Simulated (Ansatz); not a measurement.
# Property card for Os

Os:
Space group Fm-3m (No. 225); a = 3.8257 Å, b = 3.8257 Å, c = 3.8257 Å, α = 90.00°, β = 90.00°, γ = 90.00°

```tsv
atom	site	symmetry	x	y	z
Os	4a	m-3m	0.0000	0.0000	0.0000
```
(The calculation used a cell of 1 atom; values per cell refer to that cell.)

Space group Fm-3m (No. 225), fcc (Cu type); conventional cell a = b = c = 3.826 Å, α = β = γ = 90.00°.

Method: r²SCAN+D4 (plane waves, PAW; program Ansatz). The cell and atoms are relaxed at this level. Other levels are named where they apply.

### Cell and energy

```yaml
volume_per_atom: 14.00 Å³
density: 22.57 g/cm³
```

### Electronic structure

```yaml
electronic_character: metallic (no gap)
Density of states at the Fermi level: 0.70 states/eV per atom (mean over ±0.08 eV)
```

### Mechanics

```yaml
Bulk modulus (Birch–Murnaghan fit): 426 GPa
Pressure derivative B′: 4.7
Elastic constants (relaxed ions, GPa): C11 = 651, C12 = 315, C44 = 348
mechanical_stability: stable (all eigenvalues of C positive)
hill_bulk_and_shear_moduli: 427 and 260 GPa
Young's modulus: 648 GPa
Poisson's ratio: 0.25
debye_temperature_from_the_elastic_constants: 465 K
```

The workflow started from an entry of the Crystallography Open Database (COD), which files this formula under 2 space groups. It is not the phase usual at ambient conditions (space group No. 194). The r²SCAN+D4 relaxation kept the symmetry of its start; its stability against distortions is not shown here. No spin polarisation was allowed. The pairwise dispersion correction was not fitted to metals. As this level gives no gap, shear constants depend on the k-mesh and smearing (Fermi–Dirac, 0.1 eV here). Scalar-relativistic: spin–orbit coupling is off unless named, which matters more the heavier the elements.

Potentials: the later of the program's two PAW sets.
